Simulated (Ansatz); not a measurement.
An Ansatz (a quantum-chemistry and plane-wave program) run. Input:

Ansatz 0.2 input:
```yaml
crystal:
  lattice:
    - [0.0, 4.0042365973, 4.0042365973]
    - [4.0042365973, 0.0, 4.0042365973]
    - [4.0042365973, 4.0042365973, 0.0]
  atoms:
    - { symbol: K, position: [0.25, 0.25, 0.25] }
    - { symbol: K, position: [0.75, 0.75, 0.75] }
    - { symbol: Na, position: [0.5, 0.5, 0.5] }
    - { symbol: Al, position: [0.0, 0.0, 0.0] }
    - { symbol: H, position: [0.2209916587, 0.7790083413, 0.2209916587] }
    - { symbol: H, position: [0.7790083413, 0.2209916587, 0.7790083413] }
    - { symbol: H, position: [0.2209916587, 0.7790083413, 0.7790083413] }
    - { symbol: H, position: [0.7790083413, 0.2209916587, 0.2209916587] }
    - { symbol: H, position: [0.2209916587, 0.2209916587, 0.7790083413] }
    - { symbol: H, position: [0.7790083413, 0.7790083413, 0.2209916587] }
kpoints:
  mp_grid: { grid: [6, 6, 6] }
basis: { xc_grid: 2 }
hamiltonian:
  xc: pbesol
  pseudopotentials: { kind: paw }
scf:
  occupations: { method: fixed }
checkpoint: { read: static.run }
output: { bader: true, populations: true }
```

Output (shortened):

```
Pseudopotential: K, paw, valence charge 9
Pseudopotential: Na, paw, valence charge 9
Pseudopotential: Al, paw, valence charge 3
Pseudopotential: H, paw, valence charge 1
Functional definition: PBEsol
Crystal: 10 atoms, lattice volume = 128.407 Å³
Basis set: ecut = 420 eV, 2565 PW (Γ), exchange–correlation on 80×80×80 points (8 copies of the dense FFT grid, shifted against one another)
Bands: 28, of which v1, the nominal top of the filled ones, is band 18 counted from 1 (17 counted from 0)
Symmetry: 48 space group operations
Space group: Fm-3m (ITA 225), of the structure as read, at distance tolerance 5.0e-5 Å
k-points: 16 of 216
Stability of the state it starts from, as read at its close in the unpolarized treatment …
iter 1 solved again at ethr=1.30e-7 eV; its pass at ethr=3.10e-3 eV (dr2=4.69e-5 eV) is discarded
SCF iter   1: F=—  HF=-5128.898415 eV  |F-HF|=—  |Δ(HF+E_count)|=         —  Δρ=3.56e-7  dr2=6.48e-11  ethr=1.30e-7  ⟨swp⟩=3.1  Hψ=2789  notcnv=0  defer=122
preconditioner: auto → none
SCF iter   2: F=-5128.898415 eV  HF=-5128.898415 eV  |F-HF|=2.64e-11  |Δ(HF+E_count)|=   2.56e-9  Δρ=2.17e-7  dr2=3.55e-11  ethr=1.00e-12  ⟨swp⟩=11.8  Hψ=2765  notcnv=0
SCF 1 converged in 2 iterations: F = -5128.898415 eV  dr2 = 3.55e-11
SCF converged after 2 iterations
Free energy (F): -5128.898415 eV
Harris-Foulkes:  -5128.898415 eV  (|F-HF|=2.64e-11)
Internal energy: -5128.898415 eV  (E = F + TS)
E sigma→0 (E₀):  -5128.898415 eV
Fermi energy:    2.882708 eV
--- Per-component energies (eV) ---
  E_band       = -432.908251
  E_kinetic    = 735.103027
  E_local      = -2543.622115  (includes V_loc(G=0)·N_el)
  E_nonlocal   = 160.843107
  E_hartree    = 898.269445
  E_xc         = -399.263303
  E_vxc        = -477.305595  (∫ρ·V_xc dr)
  E_paw        = -2234.259902  (= ΣΔE_a)
  E_vpaw       = -104.457949  (= ΣTr[D̂ρ^β])
  E_aug_tail   = -0.007323  (compensation charges beyond the density's cutoff)
  E_ewald      = -1746.250953
  E_core_change = 0.289603  (= ΣΔE_core)
  E_smearing   =  0.000000  (= −TS)
  E_closure    = 0.000000  (closes the sum)
  Σ components = -5128.898415   (vs F -5128.898415, Δ=0.00e0)
  [band-id]    e_kinetic+e_local+e_nonlocal+2·e_hartree+e_vxc+e_vpaw+e_augmentation_tail = -432.907958   (vs E_band -432.908251, Δ=2.93e-4)
--- Band table (eV; the first three rows and the last of 16) ---
  k-point 0: bands = ["-47.6407", "-26.2172", "-26.1802", "-19.7393", "-19.7393", "-19.7393", "-9.8774", "-9.8774", "-9.8774", "-9.7342", "-9.7342", "-9.7342", "-3.6424", "0.3086", "0.3086", "0.3086", "2.4126", "2.4126", "5.1468", "8.3806", "8.3806", …
  k-point 1: bands = ["-47.6407", "-26.2146", "-26.1825", "-19.7394", "-19.7394", "-19.7393", "-9.8760", "-9.8697", "-9.8697", "-9.7566", "-9.7457", "-9.7457", "-3.5044", "0.0725", "0.3704", "0.3704", "2.3506", "2.3506", "5.5917", "8.0957", "8.3158", …
  k-point 2: bands = ["-47.6407", "-26.2076", "-26.1891", "-19.7394", "-19.7394", "-19.7393", "-9.8694", "-9.8474", "-9.8474", "-9.8042", "-9.7755", "-9.7755", "-3.1923", "-0.3767", "0.5061", "0.5061", "2.2188", "2.2188", "6.2475", "7.3998", "8.3646", …
  k-point 15: bands = ["-47.6407", "-26.2012", "-26.1950", "-19.7396", "-19.7395", "-19.7392", "-9.9804", "-9.9419", "-9.8741", "-9.7676", "-9.7080", "-9.6979", "-2.8311", "-0.1098", "0.2250", "0.2559", "1.4791", "2.5791", "6.8073", "7.9624", "8.5855", …
--- Löwdin populations: 10 sites ---
  site symbol       q [e]
     0      K      8.1556
     1      K      8.1556
     2     Na      8.3393
     3     Al      2.9874
     4      H      1.3670
     5      H      1.3670
     6      H      1.3670
     7      H      1.3670
     8      H      1.3670
     9      H      1.3670
  spilling = 0.004438 (of n_electrons = 36.000000)
--- Bader charges: 10 sites ---
  site symbol  charge [e]  shift [e]
     0      K      0.7681     0.0000
     1      K      0.7681     0.0000
     2     Na      0.7927     0.0002
     3     Al      2.2405     0.0000
     4      H     -0.7615     0.0000
     5      H     -0.7615     0.0000
     6      H     -0.7615     0.0000
     7      H     -0.7615     0.0000
     8      H     -0.7615     0.0000
     9      H     -0.7615     0.0000
  shift: an alarm, by how much a part of what the PAW files miss would move the charge. Where it is large, compare
  with a run on PAW files of another source; a small one proves nothing
  estimated error of the sums over rays = 1.4e-4 e
```

Cost: about 80 core-seconds (a rough figure) on shared cores.

The first step of the workflow began from a Materials Project structure, measured or hypothetical; the Crystallography Open Database copy checked does not list it. Its standing as an ambient phase is unchecked. The cell was relaxed with PBEsol under the symmetry of its start; whether a distortion lowers the energy is not shown.

Potentials: the later of the program's two PAW sets.

Ansatz is a plane-wave DFT program.
